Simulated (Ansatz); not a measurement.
An Ansatz (a program for electronic structure) run. Input:

Ansatz 0.2 input:
```yaml
crystal:
  lattice:
    - [3.4032547818, 1.9648700644, 2.7605153402]
    - [-3.4032547818, 1.9648700644, 2.7605153402]
    - [0.0, -3.9297401288, 2.7605153402]
  atoms:
    - { symbol: Ag, position: [0.5385274505, 0.8741410214, 0.0195921951] }
    - { symbol: Ag, position: [0.0195921951, 0.5385274505, 0.8741410214] }
    - { symbol: Ag, position: [0.8741410214, 0.0195921951, 0.5385274505] }
    - { symbol: S, position: [0.0455770855, 0.0455770855, 0.0455770855] }
    - { symbol: I, position: [0.4910622476, 0.4910622476, 0.4910622476] }
kpoints:
  mp_grid: { grid: [6, 6, 6] }
basis: { xc_grid: 2, fft_grid_basis: typed }
hamiltonian:
  xc: pbesol
  pseudopotentials: { kind: paw }
scf:
  occupations: { method: fixed }
checkpoint: { read: static.run }
output: { write_density: true, elf: true, volumetric_format: npy }
```

Output (shortened):

```
Pseudopotential: Ag, paw, valence charge 19
Pseudopotential: S, paw, valence charge 6
Pseudopotential: I, paw, valence charge 17
Functional definition: PBEsol
Crystal: 5 atoms, lattice volume = 110.757 Å³
Basis set: ecut = 420 eV, 2109 PW (Γ), exchange–correlation on 72×72×72 points (8 copies of the dense FFT grid, shifted against one another)
Bands: 48, of which v1, the nominal top of the filled ones, is band 40 counted from 1 (39 counted from 0)
Symmetry: 3 space group operations
Space group: R3 (ITA 146), of the structure as read, at distance tolerance 4.8e-5 Å
k-points: 40 of 216 (time reversal used)
Stability of the state it starts from, as read at its close in the unpolarized treatment …
iter 1 solved again at ethr=1.19e-7 eV; its pass at ethr=3.10e-3 eV (dr2=9.51e-5 eV) is discarded
SCF iter   1: F=—  HF=-30884.274685 eV  |F-HF|=—  |Δ(HF+E_count)|=         —  Δρ=1.09e-6  dr2=1.78e-9  ethr=1.19e-7  ⟨swp⟩=3.4  Hψ=10478  notcnv=0  defer=238
preconditioner: auto → Resta (q_TF=auto, 2.584 Å⁻¹)
SCF iter   2: F=-30884.274685 eV  HF=-30884.274685 eV  |F-HF|=3.89e-10  |Δ(HF+E_count)|=   2.03e-7  Δρ=5.39e-7  dr2=4.50e-10  ethr=2.22e-12  ⟨swp⟩=12.5  Hψ=10456  notcnv=0
SCF 1 converged in 2 iterations: F = -30884.274685 eV  dr2 = 4.50e-10
SCF converged after 2 iterations
Free energy (F): -30884.274685 eV
Harris-Foulkes:  -30884.274685 eV  (|F-HF|=3.89e-10)
Internal energy: -30884.274685 eV  (E = F + TS)
E sigma→0 (E₀):  -30884.274685 eV
Fermi energy:    10.845589 eV
--- Per-component energies (eV) ---
  E_band       = -1289.729632
  E_kinetic    = 1879.614186
  E_local      = -10488.236539  (includes V_loc(G=0)·N_el)
  E_nonlocal   = 192.445871
  E_hartree    = 4851.854284
  E_xc         = -771.870694
  E_vxc        = -915.631704  (∫ρ·V_xc dr)
  E_paw        = -16828.557619  (= ΣΔE_a)
  E_vpaw       = -1661.630463  (= ΣTr[D̂ρ^β])
  E_aug_tail   = 0.000892  (compensation charges beyond the density's cutoff)
  E_ewald      = -9720.967374
  E_core_change = 1.442309  (= ΣΔE_core)
  E_smearing   =  0.000000  (= −TS)
  E_closure    =  0.000000  (closes the sum)
  Σ components = -30884.274685   (vs F -30884.274685, Δ=0.00e0)
  [band-id]    e_kinetic+e_local+e_nonlocal+2·e_hartree+e_vxc+e_vpaw+e_augmentation_tail = -1289.729190   (vs E_band -1289.729632, Δ=4.42e-4)
--- Band table (eV; the first three rows and the last of 40) ---
  k-point 0: bands = ["-79.9771", "-79.9711", "-79.9711", "-43.5534", "-43.5301", "-43.5301", "-43.4968", "-43.4968", "-43.4873", "-43.4817", "-43.4817", "-43.4732", "-33.9813", "-33.9813", "-33.9780", "-33.9777", "-33.9777", "-2.3397", "-1.5406", "6.0448", …
  k-point 1: bands = ["-79.9770", "-79.9716", "-79.9708", "-43.5540", "-43.5324", "-43.5262", "-43.5002", "-43.4948", "-43.4883", "-43.4814", "-43.4809", "-43.4730", "-33.9813", "-33.9813", "-33.9780", "-33.9777", "-33.9777", "-2.2647", "-1.5614", "5.7540", …
  k-point 2: bands = ["-79.9765", "-79.9721", "-79.9706", "-43.5551", "-43.5332", "-43.5216", "-43.5043", "-43.4936", "-43.4901", "-43.4809", "-43.4799", "-43.4726", "-33.9813", "-33.9813", "-33.9780", "-33.9777", "-33.9777", "-2.0735", "-1.6424", "5.4732", …
  k-point 39: bands = ["-79.9744", "-79.9724", "-79.9724", "-43.5620", "-43.5183", "-43.5169", "-43.5169", "-43.4967", "-43.4967", "-43.4756", "-43.4756", "-43.4733", "-33.9813", "-33.9813", "-33.9780", "-33.9776", "-33.9776", "-1.6761", "-1.5153", "5.2388", …
```

Cost: roughly 9 core-seconds on shared cores.

The workflow started from an entry of the Crystallography Open Database (COD), which files this formula under 2 space groups. Its standing as an ambient phase is unchecked. Symmetry was held in the PBEsol relaxation; whether a distortion lowers the energy is not shown. No spin polarisation was allowed. Spin–orbit coupling is left out wherever it is not named.

Potentials: the later of the program's two PAW sets.

Ansatz is a plane-wave DFT program.
